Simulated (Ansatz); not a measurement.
Be2C:
```xyz
3
Lattice="0.0000 2.1550 2.1550 2.1550 0.0000 2.1550 2.1550 2.1550 0.0000" Properties=species:S:1:pos:R:3 pbc="T T T"
Be     3.2325     3.2325     3.2325
Be     1.0775     1.0775     1.0775
C      0.0000     0.0000     0.0000
```

Relaxed with PBEsol.

Question: Give the optical modes at the zone centre with their infrared activity from DFPT, DFT-PBEsol in the program Ansatz with PAW potentials.

Answer: Transverse frequencies, without the LO–TO term; a row sums one degenerate level.

| ω (cm⁻¹) | degeneracy | IR ((D/Å)²/amu) | activity | symmetry |
|---|---|---|---|---|
| 655 | 3 | 89.58 | IR | T1u |
| 709 | 3 | 0.00 | IR-inactive | T2g |

Question: How high does the top mode go among those that the LO–TO term moves?

Answer: 941 cm⁻¹ for q along x.

Space group Fm-3m (fluorite or antifluorite type). The PBEsol relaxation kept the symmetry of its start.

Potentials: the earlier of the program's two PAW sets. The files were generated under PBE; for other functionals the program regenerates the frozen cores, and for LDA and PBEsol the local potential too.
